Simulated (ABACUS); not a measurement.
A self-consistent single point of a model cell of HfN (P6_3/mmc, 4 atoms in the cell; prototype structure) with ABACUS.

Method: PBEsol, numerical atomic orbitals DZP (confined pseudo-atomic orbitals; energy shift 0.01 Ry), PseudoDojo 0.4 standard norm-conserving PBEsol (tails mended) pseudopotentials (ABACUS).

```
CELL_PARAMETERS angstrom
      4.35961     0.00000     0.00000
     -2.17980     3.77553     0.00000
      0.00000     0.00000     6.07623
ATOMIC_POSITIONS crystal
  Hf 0.00000 0.00000 0.00000
  Hf 0.00000 0.00000 0.50000
  N  0.33333 0.66667 0.25000
  N  0.66667 0.33333 0.75000
```

Reference input (self-consistent single point, DFT, PBEsol, numerical atomic orbitals DZP (confined pseudo-atomic orbitals; energy shift 0.01 Ry), PseudoDojo 0.4 standard norm-conserving PBEsol (tails mended) pseudopotentials): basis = DZP numerical atomic orbitals, energy shift 0.01 Ry; KPT = Gamma 9 9 6 0 0 0; basis_type = lcao; dft_functional = PBESOL; ecutwfc = 100 Ry; smearing_method = mv; smearing_sigma = 0.00999582 Ry; potentials = PseudoDojo 0.4 standard norm-conserving PBEsol (tails mended); symmetry = 1; symmetry_prec = 1e-05; ks_solver = genelpa; scf_nmax = 100. This run's input differs from it in these lines:

```diff
@@ -56,3 +56,3 @@
 Gamma
-9 9 6 0 0 0
+2 2 1 0 0 0
```

Output (repeated stretches shortened):

```
 SELF-CONSISTENT
 -------------------------------------------

                  longest orb rcut (Bohr) = 7.2
   longest nonlocal projector rcut (Bohr) = 2.46
                     search radius (Bohr) = 19.3

                          real space grid = [ 54, 54, 75 ]
                                 init_chg = atomic

 LCAO ALGORITHM --------------- ION=   1  ELEC=   1--------------------------------

 Density error is 0.1929760136
 E_KohnSham     -265.7329790395      -3615.4826614523
 E_Fermi        0.3988930794         5.4272187729

 LCAO ALGORITHM --------------- ION=   1  ELEC=   2--------------------------------

   [... lines left out ...]

   [... 10 blocks of this kind left out ...]

 LCAO ALGORITHM --------------- ION=   1  ELEC=  13--------------------------------

 Density error is 3.57993229678e-06
 E_KohnSham     -266.3286295701      -3623.5869026847
 E_Fermi        0.4401652807         5.9887558788

 LCAO ALGORITHM --------------- ION=   1  ELEC=  14--------------------------------

 Density error is 4.24736502979e-07
 E_KohnSham     -266.3286295701      -3623.5869026848
 E_KS(sigma->0) -266.3278956713      -3623.5769174789
 E_entropy(-TS) -0.0014677977        -0.0199704119
 E_Fermi        0.4401642608         5.9887420030
 charge density convergence is achieved
 final etot is -3623.5869027 eV
 EFERMI = 5.988742003 eV

 STATE ENERGY(eV) AND OCCUPATIONS    NSPIN == 1
   [... 24 lines left out ...]

   [... 24 lines left out ...]

 TOTAL-FORCE (eV/Angstrom)
                       Hf1         0.0000000000         0.0000000000         0.0000000000
                       Hf2         0.0000000000         0.0000000000         0.0000000000
                        N1         0.0000000000         0.0000000000         0.0000000000
                        N2         0.0000000000         0.0000000000         0.0000000000

 TOTAL-STRESS (KBAR)
      -400.0026026734        -0.0000000000        -0.0000000000
         0.0000000000      -400.0024498022        -0.0000000000
        -0.0000000000        -0.0000000000      -343.5210655779
 TOTAL-PRESSURE: -381.175373 KBAR

 --------------------------------------------
 !FINAL_ETOT_IS -3623.5869026848054091 eV
 --------------------------------------------
```

The run converged in 14 iterations. Against the reference run the free energy falls by 210 meV/atom and the pressure goes from -35.75 to -38.12 GPa.

The cell was set up from a structure prototype or typed lattice constants and was not relaxed beforehand at this level. Spin-orbit coupling is left out, which matters for bands and gaps with elements this heavy. The atom-centred basis is finite, which shifts total energies and pressures against plane waves. This run is one point of a test of settings, so its values need not be converged; read them against the reference run alone. At this pressure the cell is far from its equilibrium volume at this level. With one or two k-points the zone of this small cell is coarsely sampled: energies, forces and stress carry that error and can break the symmetry, so a converged loop does not mean converged values.

Cost on one core: around 12 core-seconds (rough).

The atomic orbitals were generated for these runs; they are not ABACUS's published sets and were checked against plane waves on a few crystals only.

“Tails mended”: in these copies of the files the far tail of each local potential was reset to the Coulomb form.
